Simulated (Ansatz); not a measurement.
input.yaml (Ansatz)

```yaml
crystal:
  lattice:
    - [0.0, 3.327583638, 3.327583638]
    - [3.327583638, 0.0, 3.327583638]
    - [3.327583638, 3.327583638, 0.0]
  atoms:
    - { symbol: La, position: [0.125, 0.125, 0.125], spin: 1.0 }
    - { symbol: La, position: [0.875, 0.875, 0.875], spin: 1.0 }
hamiltonian:
  xc: mr2scan
  pseudopotentials:
    kind: paw
    azcp:
      La: "pseudopotentials/La.paw.azcp"
basis:
  ecutwfc: 500
  fft_grid_basis: typed
kpoints:
  mp_grid: { grid: [14, 14, 14], shift: [0, 0, 0] }
magnetization:
  spin_polarized: true
scf:
  occupations: { method: fermi_dirac, width: 0.05 }
```

and its output:

```
Engine: ansatz 0.2.0, aarch64-unknown-linux-gnu
Pseudopotentials: kind: paw
Pseudopotential: La, paw, valence charge 11, recommended cutoff 500 eV (meta_gga) 
Functional definition: m-r2SCAN
  exchange = m_r2scan_x
  correlation = m_r2scan_c
Crystal: 2 atoms, lattice volume = 73.691 Å³
Basis set: ecut = 500 eV, 1893 PW (Γ), exchange–correlation on 144×144×144 points (64 copies of the dense FFT grid, shifted against one another)
Bands: 16, of which v1, the nominal top of the filled ones, is band 11 counted from 1 (10 counted from 0)
Symmetry: 48 space group operations
Space group: Fd-3m (ITA 227), of the structure as read, at distance tolerance 4.2e-5 Å
Magnetic group: BNS 227.128 (UNI 1630), of the structure as read, at distance tolerance 4.2e-5 Å
k-points: 104 of 2744
Non-local potential: La, projectors of the file, l = 0: 3, l = 1: 2, l = 2: 2, l = 3: 3
PAW form: soft (Blöchl's): semilocal exchange-correlation on the pseudo side does not see the compensation charge
PAW frozen core: La, regenerated for the run's functional (the file was generated under x = pbe(κ = 0.804, μ = 0.2195149727645171), c = pbe(β = 0.06672455060314922))
PAW one-centre angular grid: La, 974 points (default); XC on 160 Gauss nodes
Initial density: superposition of atomic densities (chi_scale 0.1, normalization cell)
Starting moments: Σ|m| = 2 μB on 2 of 2 sites
Initial wavefunctions: pseudopotential atomic-orbital guess
Functional: x = mr2scan, c = mr2scan; τ floored in thin density (d = 2e-4 eV/Å³)
SCF iter   1: F=—  HF=-12526.005410 eV  |F-HF|=—  |Δ(HF+E_count)|=         —  Δρ=2.37e-2 (↑2.37e-2 ↓1.99e-2)  dr2=8.29e-1  dr2_τ=1.19e-2  dr2_m=1.00e-1  M=0.692 μB ∫|m|=0.692 μB  β_m=0.46  ethr=3.10e-3  ⟨swp⟩=6.0  Hψ=17311  notcnv=0
Mixer restart at iter 1: flushing history
spin=Collinear: Kerker preconditioning applied to the charge; magnetization (m = ρ↑ − ρ↓) channel mixes plain (no charge-response kernel on spin).
SCF iter   2: F=—  HF=-12526.782183 eV  |F-HF|=—  |Δ(HF+E_count)|=   7.77e-1  Δρ=1.66e-2 (↑1.66e-2 ↓1.52e-2)  dr2=5.11e-1  dr2_τ=1.92e-3  dr2_m=4.10e-2  M=0.518 μB ∫|m|=0.518 μB  β_m=0.30  ethr=3.10e-3  ⟨swp⟩=2.3  Hψ=5941  notcnv=0  defer=10  κ⁻¹=1.0e0(r=1)
SCF iter   3: F=—  HF=-12527.561086 eV  |F-HF|=—  |Δ(HF+E_count)|=   7.79e-1  Δρ=5.16e-3 (↑3.54e-3 ↓5.16e-3)  dr2=8.93e-2  dr2_τ=1.46e-4  dr2_m=3.02e-3  M=0.071 μB ∫|m|=0.087 μB  β_m=0.38  ethr=2.32e-3  ⟨swp⟩=3.7  Hψ=5792  notcnv=0  defer=10  κ⁻¹=3.4e-2(r=2)
SCF iter   4: F=—  HF=-12527.547843 eV  |F-HF|=—  |Δ(HF+E_count)|=         —  Δρ=3.88e-3 (↑3.88e-3 ↓2.79e-3)  dr2=3.82e-2  dr2_τ=1.19e-4  dr2_m=4.39e-3  M=-0.026 μB ∫|m|=0.033 μB  β_m=0.35  ethr=4.06e-4  ⟨swp⟩=3.3  Hψ=5513  notcnv=0  defer=13
Mixer restart at iter 4: flushing history
SCF iter   5: F=—  HF=-12527.559684 eV  |F-HF|=—  |Δ(HF+E_count)|=   1.18e-2  Δρ=2.86e-3 (↑2.86e-3 ↓2.13e-3)  dr2=2.53e-2  dr2_τ=6.12e-5  dr2_m=2.08e-3  M=-0.019 μB ∫|m|=0.025 μB  β_m=0.32  ethr=1.74e-4  ⟨swp⟩=2.1  Hψ=4364  notcnv=0  defer=9  κ⁻¹=1.0e0(r=1)
...
SCF iter  14: F=—  HF=-12527.575153 eV  |F-HF|=—  |Δ(HF+E_count)|=   4.45e-9  Δρ=1.22e-6 (↑1.20e-6 ↓1.22e-6)  dr2=2.01e-9  dr2_τ=3.51e-11  dr2_m=6.56e-11  M=-0.000 μB ∫|m|=0.000 μB  β_m=0.38  ethr=2.47e-11  ⟨swp⟩=2.4  Hψ=5816  notcnv=0  defer=9  κ⁻¹=5.9e-7(r=8)
SCF iter  15: F=—  HF=-12527.575153 eV  |F-HF|=—  |Δ(HF+E_count)|=  9.95e-10  Δρ=8.39e-7 (↑8.39e-7 ↓7.69e-7)  dr2=4.80e-10  dr2_τ=6.77e-12  dr2_m=2.63e-10  M=-0.000 μB ∫|m|=0.000 μB  β_m=0.64  ethr=9.14e-12  ⟨swp⟩=2.1  Hψ=11473  notcnv=0  κ⁻¹=9.8e-7(r=8)
SCF iter  16: F=—  HF=-12527.575153 eV  |F-HF|=—  |Δ(HF+E_count)|=   4.74e-9  Δρ=2.64e-7 (↑2.64e-7 ↓2.28e-7)  dr2=3.83e-11  dr2_τ=1.26e-12  dr2_m=2.87e-11  M=0.000 μB ∫|m|=0.000 μB  β_m=1.00  ethr=2.18e-12  ⟨swp⟩=3.5  Hψ=8069  notcnv=0  κ⁻¹=6.7e-7(r=8)
SCF iter  17: F=-12527.575153 eV  HF=-12527.575153 eV  |F-HF|=4.73e-11  |Δ(HF+E_count)|=  3.27e-10  Δρ=1.13e-7 (↑1.02e-7 ↓1.13e-7)  dr2=6.52e-12  dr2_τ=3.77e-13  dr2_m=4.69e-12  M=0.000 μB ∫|m|=0.000 μB  ethr=1.00e-12  ⟨swp⟩=1.0  Hψ=9830  notcnv=0
SCF 1 converged in 17 iterations: F = -12527.575153 eV  dr2 = 6.52e-12
WARN: the starting moments were not kept: the SCF closed with an absolute magnetisation of 3.9e-6 μB, where they sum to 2 μB in size (2 sites). That is at most 0.1 of that sum. Measured as dr2_m measures the in/out step, that magnetisation stands 8.6e-13 eV from none, at or under the dr2_threshold of 1.0e-7 eV: it is no larger than a step whose dr2_m would equal this threshold. The system may hold no moment; this SCF shows only that its start led to no more than that. To try another start: raise the starting moments (crystal.atoms[].spin, magnetization.per_species, magnetization.initial_magnetization, or on a non-collinear deck that types none of these the spinor_matrix: blocks that start its atoms; where the total moment is fixed, keep their sum and leave initial_magnetization as it is; typed ones take the place of any that the run laid by itself, positive ones on a crystal's lanthanoids without a Hubbard term where scf.initial_density.shell_occupations: [] is typed) or, if the notice of its spin-set hold's release reads "site moments contracting" or "site moments show no strong build", lengthen the hold (scf.mixing.spin_hold: { on: { confirm: 4 } }; for m-r²SCAN on two components see the key's manual first). Each may lead to a state that holds a moment. A second SCF, from the converged charge density, with the starting moments and any scf.initial_density.shell_occupations laid on it anew, would have followed, and was not run: the deck does not ask for one (magnetization.retry_lost_moments is false, the default). To let it run, set magnetization.retry_lost_moments: true and run the deck again, where that key's refused combinations let it; where memory then withholds it, that run's warning says so.
this state was not tested for a lower state beside it, because the mixer in use, unlike msr1, does not test its closes by its own steps (another_mixer; see scf.mixing.algorithm and scf.lower_state_search)
SCF converged after 17 iterations
Magnetization: 0.0000 μB (11.0000 up, 11.0000 down)
Absolute magnetization: 0.0000 μB (∫|ρ↑−ρ↓|, with the PAW one-centre terms)
Spin contamination: 0.0000 ħ² per cell (⟨S²⟩ above its minimum at these occupations)
Per-site moments (μB) at R_I (Å): [(9.579121788656983e-7, 1.1887309350367445), (9.579121789189182e-7, 1.1887309350367445)]
Free energy (F): -12527.575153 eV
Harris-Foulkes:  -12527.575153 eV  (|F-HF|=4.73e-11)
Internal energy: -12527.564352 eV  (E = F + TS)
E sigma→0 (E₀):  -12527.569752 eV
Entropy (-TS):   -0.010801 eV (-5.400 meV/atom)
Fermi energy:    10.860033 eV
--- Per-component energies (eV) ---
  E_band       = -114.002789
  E_kinetic    = 397.273050
  E_local      = -853.636471  (includes V_loc(G=0)·N_el)
  E_nonlocal   = 187.877268
  E_hartree    = 293.738338
  E_xc         = -267.151279
  E_vxc        = -325.449371  (∫ρ·V_xc dr)
  E_paw        = -10875.510785  (= ΣΔE_a)
  E_vpaw       = -124.475948  (= ΣTr[D̂ρ^β])
  E_aug_tail   = 0.000000  (compensation charges beyond the density's cutoff)
  E_vtau       = 16.932016  (kinetic-family band-sum trace: ∫τ·v_τ [+ j·A + Jᵃ·Aᵃ] dr)
  E_ewald      = -1410.291499
  E_core_change = 0.137025  (= ΣΔE_core)
  E_smearing   = -0.010801  (= −TS)
  E_closure    = 0.000000  (closes the sum)
  Σ components = -12527.575153   (vs F -12527.575153, Δ=0.00e0)
```
